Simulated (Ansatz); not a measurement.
# Au (fcc, Cu type): scan of one atom of the cell

Starting cell, Au (fcc, Cu type):

```
Au
1.0
    4.15726     0.00000     0.00000
    0.00000     4.15726     0.00000
    0.00000     0.00000     4.15726
Au
4
Direct
  0.00000   0.00000   0.00000
  0.50000   0.50000   0.00000
  0.50000   0.00000   0.50000
  0.00000   0.50000   0.50000
```

In each cell atom 3 (Au, nearest neighbour Au at 2.940 Å; its periodic images, 4.2 Å or more away, move with it) moves by s·(0.000, 0.000, 1.000) (along Cartesian z), the rest being held.

All values below come from PBE (plane waves to 420 eV, PAW, scalar-relativistic; Ansatz, a program for electronic structure). k mesh 9×9×9 (Γ-centred), Fermi-Dirac smearing 0.05 eV. Energies are smeared free energies. Compression counts positive. With partly filled bands, energies and forces of such displacements shift with the k mesh and the smearing. F∥ is the force on the atom along that direction. Au was relaxed with its symmetry unable to fall. Spin-orbit coupling is left out, though Au is heavy. The PAW data are Ansatz's earlier set. The zero of ΔE is the undisplaced structure.

```json
[
 {"s (Å)": "-0.290", "ΔE (meV/cell)": "239", "P (GPa)": "2.9", "F∥ (eV/Å)": "1.737"},
 {"s (Å)": "-0.232", "ΔE (meV/cell)": "150", "P (GPa)": "1.8", "F∥ (eV/Å)": "1.338"},
 {"s (Å)": "-0.174", "ΔE (meV/cell)": "83", "P (GPa)": "1.0", "F∥ (eV/Å)": "0.972"},
 {"s (Å)": "-0.116", "ΔE (meV/cell)": "36", "P (GPa)": "0.4", "F∥ (eV/Å)": "0.633"},
 {"s (Å)": "-0.058", "ΔE (meV/cell)": "9", "P (GPa)": "0.1", "F∥ (eV/Å)": "0.312"},
 {"s (Å)": "0.000", "ΔE (meV/cell)": "0", "P (GPa)": "0.0", "F∥ (eV/Å)": "0.000"},
 {"s (Å)": "0.058", "ΔE (meV/cell)": "9", "P (GPa)": "0.1", "F∥ (eV/Å)": "-0.312"},
 {"s (Å)": "0.116", "ΔE (meV/cell)": "36", "P (GPa)": "0.4", "F∥ (eV/Å)": "-0.633"},
 {"s (Å)": "0.174", "ΔE (meV/cell)": "83", "P (GPa)": "1.0", "F∥ (eV/Å)": "-0.972"},
 {"s (Å)": "0.232", "ΔE (meV/cell)": "150", "P (GPa)": "1.8", "F∥ (eV/Å)": "-1.338"},
 {"s (Å)": "0.290", "ΔE (meV/cell)": "239", "P (GPa)": "2.9", "F∥ (eV/Å)": "-1.737"}
]
```

What the scan shows:

The energy at s = 0.290 Å comes out as 239 meV/cell. The force along the line at s = -0.290 Å comes out as 1.74 eV/Å. The force constant k = d²E/ds² at s = 0 (finite differences) comes out as 5.35 eV/Å². Symmetry of the curve: even: the same for both signs. Shape of the curve: a single well with its minimum at or next to zero displacement. Harmonic estimate at the end of the scan: ½ks² = 225 meV/cell against the computed 239 meV/cell, so the well is stiffer than harmonic there.

(For displaced atoms, the force is minus the slope of the energy, and its curvature is a force constant, which sets phonon frequencies.)
